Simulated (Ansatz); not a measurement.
HfO2 with Ta replacing Hf, one structure, two calculations

Cell: a supercell of HfO2 (fluorite type, Fm-3m) built from an entry of the Crystallography Open Database (COD), with the ions relaxed around the defect (PBE).

```cif
data_Hf7TaO16
_symmetry_space_group_name_H-M 'Fm-3m'
_symmetry_Int_Tables_number 225
_cell_length_a 10.2300
_cell_length_b 10.2300
_cell_length_c 10.2300
_cell_angle_alpha 90.000
_cell_angle_beta 90.000
_cell_angle_gamma 90.000
loop_
_atom_site_label
_atom_site_type_symbol
_atom_site_symmetry_multiplicity
_atom_site_Wyckoff_symbol
_atom_site_fract_x
_atom_site_fract_y
_atom_site_fract_z
Ta Ta 4 a 0.0000 0.0000 0.0000
Hf2 Hf 24 d 0.2500 0.2500 0.0000
Hf8 Hf 4 b 0.5000 0.5000 0.5000
O9 O 32 f 0.1240 0.1240 0.1240
O12 O 32 f 0.6254 0.3746 0.3746
```

One atom of each set is listed; the run and its k-mesh use a cell of 24 atoms with edges of 7.23, 7.23, 7.23 Å.

First run. The numbers come from a DFT calculation in Ansatz (PBE, plane waves and PAW, scalar-relativistic, collinear spin, 420 eV cutoff, Γ-centred 3×3×3 k-points, Fermi–Dirac smearing 0.01 eV). Start moments as typed (μB): 1 on each Ta, none on the rest.

```tsv
site	V_zz (10²¹ V/m²)	η	m (μB)
Ta	0.00	–	0.48
Hf2	1.09	0.32	0.00
O9	1.30	0.00	0.00
O12	0.26	0.00	0.00
```

Second run. The same atoms and settings, except that the functional is r2SCAN and the cutoff is 500 eV.

**Question.** What does the second run give?

**Answer.** 

```csv
site,V_zz,η,change of V_zz,m (μB)
Ta,0.00,–,0.00,0.50
Hf2,1.09,0.30,0.00,0.00
O9,1.25,0.00,-0.05,0.00
O12,0.26,0.00,0.00,0.00
```

The largest change of V_zz is on O9, from 1.30 to 1.25. Other sites without a gradient aren't listed.

The defect repeats with the cell of 24 atoms, so it feels its images: sites between two images don't show the values beside a lone defect, and zeros or small values of η there can come from the images' arrangement. The relaxation keeps the site symmetry m-3m of the start, so the impurity can't leave its site; a distortion that would localise the partly filled state isn't explored. This high-symmetry form of HfO2 is unstable when cold, to shifts of the oxygen columns, towards the tetragonal form. The symmetry of the cell holds that distortion back, wholly or in part, and it would change the field gradients, the more the larger the distortion. The defect cell has no gap above 0.1 eV on its mesh, so the values can hang on the smearing and the k-mesh. Without spin–orbit coupling the gradients at and beside Hf and Ta can be off by some per cent, at some sites by more.
For the second run: The program didn't check the stability of this electronic state in full, so a lower one may lie near. The cell keeps the host's lattice, where the r2SCAN pressure is -10 GPa.
